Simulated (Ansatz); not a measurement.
Input:

GaP:
```
GaP
1.0
    0.00000     2.69571     2.69571
    2.69571     0.00000     2.69571
    2.69571     2.69571     0.00000
Ga P
1 1
Cartesian
  0.00000   0.00000   0.00000
  4.04356   4.04356   4.04356
```

This is the LDA-relaxed structure. Tensor components refer to the Cartesian frame of this cell.

Question: All from DFT-LDA in the program Ansatz with PAW potentials, unless another level is named. Estimate the highest zone-centre frequency (without LO–TO term).

Answer: 365 cm⁻¹.

Question: What about the Young's modulus?

Answer: 139 GPa.

Question: Predict the elastic constants (relaxed ions, GPa).

Answer: C11 = 142, C12 = 64.0, C44 = 71.0.

Question: And the piezoelectric stress constants (proper, relaxed ions, C/m²)?

Answer: e14 = e25 = e36 = 0.11.

Space group F-43m (zinc blende). The LDA relaxation kept the symmetry of its start. Signs of piezoelectric constants follow the polarity of the cell as given. Scalar-relativistic: spin–orbit coupling is off unless named, which matters more the heavier the elements.

Potentials: the earlier of the program's two PAW sets. The files were generated under PBE; for other functionals the program regenerates the frozen cores, and for LDA and PBEsol the local potential too.
